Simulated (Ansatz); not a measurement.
Theory: Ansatz, DFT PBE, scalar-relativistic, plane waves, PAW. Settings: cutoff 420 eV, Γ-centred meshes spaced at most about 0.3 Å⁻¹, and about 0.25 Å⁻¹ or finer for metals (2π included), Gaussian smearing. Collinear spin in cells that started with moments and kept them past the coarse steps, no spin elsewhere.

Formation energies are uncorrected and refer to the elements' standard structures at the same level (F₂ as a molecule).

A relaxed structure of MgAg2F6 has 12.43 Å³/atom, −1.48 eV/atom against the elements, no gap on its mesh, a net moment of 0.22 μB/atom:

Space group Fm-3m (No. 225). a = 7.649 Å, b = 7.649 Å, c = 7.649 Å, α = 90.00°, β = 90.00°, γ = 90.00°
```
atom  site  symmetry       x       y       z
  Mg    4a      m-3m  0.0000  0.0000  0.0000
  Ag    8c      -43m  0.2500  0.7500  0.7500
   F   24e      4m.m  0.2517  0.0000  0.0000
```

Task: Predict cell, energy and gap of BeAg2F6 with the same space group and Wyckoff sites.

Result: BeAg2F6 has a = 7.346 Å: 11.01 Å³/atom, −1.45 eV/atom against the elements, no gap on its mesh, a net moment of 0.22 μB/atom. The volume per atom changes by -11.4 % and the formation energy by +0.03 eV/atom (from unrounded values). Covalent radii: Mg 1.41 Å, Be 0.96 Å; electronegativities 1.31 and 1.57. The cell follows the size of the atom. Be has 6 F at 1.72 Å; Ag has 12 F at 2.60 Å; F has 1 Be at 1.72 Å, 4 F at 2.44 Å and 4 Ag at 2.60 Å.

```
Be Ag F
1.0
     0.00000    3.67282    3.67282
     3.67282    0.00000    3.67282
     3.67282    3.67282    0.00000
Be Ag F
1 2 6
Direct
  0.00000 0.00000 0.00000
  0.25000 0.25000 0.25000
  0.75000 0.75000 0.75000
  0.76522 0.23478 0.23478
  0.23478 0.76522 0.23478
  0.23478 0.76522 0.76522
  0.76522 0.23478 0.76522
  0.23478 0.23478 0.76522
  0.76522 0.76522 0.23478
```

The two cells were relaxed from separate starts that ended on the same group and sites; neither need be the stable form of its compound. The magnetic state reached may not be the lowest. Cells relaxed within their symmetry can be saddle points. Some types were kept out of the candidates beforehand, so the set may lack a known form.
